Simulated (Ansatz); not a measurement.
**NbCd3, one cell by several methods**

```
Nb Cd
1.0
     4.31977    0.00000    0.00000
     0.00000    4.31977    0.00000
     0.00000    0.00000    4.31977
Nb Cd
1 3
Direct
  0.00000 0.00000 0.00000
  0.50000 0.50000 0.00000
  0.50000 0.00000 0.50000
  0.00000 0.50000 0.50000
```

Atoms are numbered in the order listed.

The cell is the one relaxed in the Materials Project (mp-11309), not relaxed further here; entries there can be hypothetical.

Spin polarisation is left out, and whether a magnetic state lies lower isn't shown here.

Methods: DFT, PBEsol, PAW with Ansatz's default frozen-core files, scalar-relativistic (Ansatz 0.2.0); DFT, PBEsol, all-electron PAW with datasets made for the crystal, scalar-relativistic (Ansatz 0.2.0); DFT, PBEsol, all-electron LAPW, scalar-relativistic (Ansatz 0.2.0).

For PAW: a Γ-centred 9×9×9 k mesh, Fermi–Dirac smearing of 0.03 eV, cutoff 420 eV, no spin polarisation; the PAW files were made with PBE, and the program remakes their frozen cores for this functional. The crystal-made all-electron datasets (AE datasets) take a cutoff of 260 eV at this cell. LAPW targets a basis error of 0.5 meV/atom. The Ansatz runs share mesh, smearing and spin set-up. Plane-wave (PAW) pressures include the program's estimate of the Pulay term.

Stress and pressure are positive in compression.

No spin–orbit coupling: at heavy atoms the gradients can be off by tens of per cent for that reason.

In a metal, gradients converge slowly with the k mesh: the values move by tens of per cent from one mesh to another, at times in sign, so only the comparison on one mesh counts.

Levels count from the Fermi level.

```csv
quantity,PAW,AE datasets,LAPW
pressure (GPa),-5.93,-5.95,-5.95
highest filled level at M (eV),-0.298,-0.298,-0.298
lowest empty level at M (eV),1.051,1.051,1.051
highest filled level at X (eV),-0.750,-0.750,-0.750
lowest empty level at X (eV),0.943,0.943,0.943
field gradient Vzz at Cd2 (10²¹ V/m²),10.49,10.77,–
```

PAW's pressure differs from the LAPW value by about 0.01 GPa or less. Datasets made for the crystal and LAPW share parts of one code, so their agreement isn't an independent check.
